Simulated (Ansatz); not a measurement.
According to r²SCAN in the plane-wave PAW code Ansatz, NbP in the tetragonal phase (I4_1md; Nb on 4a, P on 4a) relaxes to a = 3.340 Å, c = 11.451 Å. P has 6 nearest neighbours from 2.54 Å (trigonal prismatic). Its formation energy from the elements is -1.11 eV/atom, with no fitted shifts.

Electronic character: no gap, with almost no states at the Fermi level (zero-gap or semimetallic). Gap from r²SCAN with spin–orbit coupling: none (metallic).

An equation-of-state fit gives a bulk modulus of 193 GPa.

Symmetry was held in the r²SCAN relaxation. No spin polarisation was allowed. A small band overlap can be real or an error of a semilocal functional. The references are the lowest solids computed at this level, not always the standard phases. Scalar-relativistic: spin–orbit coupling is off unless named, which matters more the heavier the elements.

Potentials: the earlier of the program's two PAW sets. The files were generated under PBE; for other functionals the program regenerates the frozen cores, and for LDA and PBEsol the local potential too.
